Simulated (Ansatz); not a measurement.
ZrS (rock salt, Fm-3m), r²SCAN in the plane-wave PAW code Ansatz, all energies at zero smearing, with the estimated change up to a 700 eV cutoff added, with one set of potentials and settings (totals compare only within such a set). Cell of 2 atoms (1 Zr, 1 S): -5103.975 eV.

| element | reference phase | E (eV/atom) |
|---|---|---|
| Zr | P6_3/mmc, 2 atoms in the cell | -4195.0260 |
| S | P2/c, 32 atoms in the cell | -905.8156 |

Formation energy per atom, worked out: (-5103.975 − 1×(-4195.0260) − 1×(-905.8156))/2 = -1.567 eV/atom (-151 kJ per mol of atoms), at 0 K, without zero-point energy or fitted corrections.

The workflow started from an entry of the Crystallography Open Database (COD), which files this formula under 2 space groups. Whether it is the stable phase at ambient conditions was not checked. Symmetry was held in the r²SCAN relaxation; of distortions, only those at the zone centre were tested. The run is not spin-polarised. The references are the lowest solids computed at this level, not always the standard phases.

Potentials: the later of the program's two PAW sets.
